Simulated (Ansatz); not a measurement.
**TaBrF in Ansatz, relaxation**

The input file (Ansatz 0.2.0, plane waves):

```yaml
crystal:
  lattice:
    - [3.897192, 0.0, 0.0]
    - [0.0, 3.897192, 0.0]
    - [0.0, 0.0, 7.076479]
  atoms:
    - { symbol: Ta, position: [0.0, 0.5, 0.195] }
    - { symbol: Ta, position: [0.5, 0.0, 0.805] }
    - { symbol: F, position: [0.0, 0.0, 0.0] }
    - { symbol: F, position: [0.5, 0.5, 0.0] }
    - { symbol: Br, position: [0.0, 0.5, 0.65] }
    - { symbol: Br, position: [0.5, 0.0, 0.35] }
  symmetry: { tolerance: 0.0003 }
kpoints:
  mp_grid: { grid: [8, 8, 5], shift: [0, 0, 0] }
magnetization:
  spin_polarized: false
scf:
  occupations: { method: fermi_dirac }
  lower_state_search: "off"
hamiltonian:
  pseudopotentials: { kind: paw }
  xc: pbe
basis:
  ecutwfc: 420
  fft_grid_basis: typed
relax:
  max_steps: 60
output:
  forces: true
  stress: true
  eigenvalues: true
  bader: true
  populations: true
  elf: true
  write_potential: true
  volumetric_format: npy
  dos:
    e_range: [-12, 8]
    de: 0.05
    projected: { site_lists: { Br: [Br], F: [F], Ta: [Ta] } }
  write_density: true
checkpoint:
  read: saved_state
```

Launch command:

```bash
ansatz run input.yaml --threads 2 --pin off --max-ram 3584MiB --backend cpu --events-out ev --progress --plain --runs-dir out
```

Origin of the cell: a known structure type with other elements, at an estimated volume, so it need not be a known compound.

The smearing width isn't typed, so it takes its default of 0.1 eV.

The saved state is a converged single point of the same cell.

Steps:

```
step  ΔF (meV/atom)  max force component (eV/Å)  SCF iterations  step was
   1            0.0                       0.474               6  accepted
   2           -3.5                       0.366               6  accepted
   3           -8.4                       0.085               6  accepted
   4           -8.9                       0.059               6  accepted
   5           -9.2                       0.029               7  accepted
   6           -9.2                       0.000               6  accepted
   7           -9.2                       0.000               6  accepted
```

Before:

Space group P4/nmm (No. 129); the run's cell has a = 3.897 Å, b = 3.897 Å, c = 7.076 Å, α = 90.00°, β = 90.00°, γ = 90.00°. Shortest distances: F–Ta 2.39 Å, F–F 2.76 Å, Br–Ta 2.97 Å, Br–F 3.15 Å, Br–Br 3.48 Å.

After:

Space group P4/nmm (No. 129); the run's cell has a = 3.897 Å, b = 3.897 Å, c = 7.076 Å, α = 90.00°, β = 90.00°, γ = 90.00°. Shortest distances: F–Ta 2.37 Å, F–F 2.76 Å, Br–Ta 2.93 Å, Br–F 3.05 Å.

```xyz
6
Lattice="3.8972 0.0000 0.0000 0.0000 3.8972 0.0000 0.0000 0.0000 7.0765" Properties=species:S:1:pos:R:3 pbc="T T T"
Ta    0.0000    1.9486    1.3533
Ta    1.9486    0.0000    5.7232
F     0.0000    0.0000    0.0000
F     1.9486    1.9486    0.0000
Br    0.0000    1.9486    4.7252
Br    1.9486    0.0000    2.3513
```

- Free energy lowered by: 9.2 meV/atom
- Final pressure: -4.19 GPa
- Relaxation steps listed: 7
- Gap on the mesh: none (metal)

Caveats: no moments, though an odd count or open d shells may carry them; no spin-orbit coupling, though heavy elements are present; the SCF threshold is looser than advised for a stress; the relaxation held the start's symmetry, so the end may be a saddle point.

The run took 57 s of wall time on 2 CPU thread(s) of a shared host, from a saved density.
